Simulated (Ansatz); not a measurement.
ZrH in space group P4_2/mmc (No. 131; Zr on 2d, H on 2f), DFT-r²SCAN in the program Ansatz with PAW potentials, all energies at zero smearing, with the estimated change up to a 700 eV cutoff added, with one set of potentials and settings (totals compare only within such a set). Cell of 4 atoms (2 Zr, 2 H): -8423.915 eV.

```
element                  reference phase  E (eV/atom)
-------  -------------------------------  -----------
Zr         P6_3/mmc, 2 atoms in the cell   -4195.0260
H        P2_12_12_1, 8 atoms in the cell     -15.9458
```

Formation energy per atom, worked out: (-8423.915 − 2×(-4195.0260) − 2×(-15.9458))/4 = -0.493 eV/atom (-48 kJ per mol of atoms), at 0 K, without zero-point energy or fitted corrections.

The first step of the workflow began from a Materials Project structure, measured or hypothetical; the Crystallography Open Database files this formula in space group No. 131, but the cells were not matched. Whether it is the stable phase at ambient conditions was not checked. The cell was relaxed with r²SCAN under the symmetry of its start; its stability against distortions is not shown here. The run is not spin-polarised. The references are the lowest solids computed at this level, not always the standard phases (solids in place of the gases).

Potentials: the later of the program's two PAW sets.
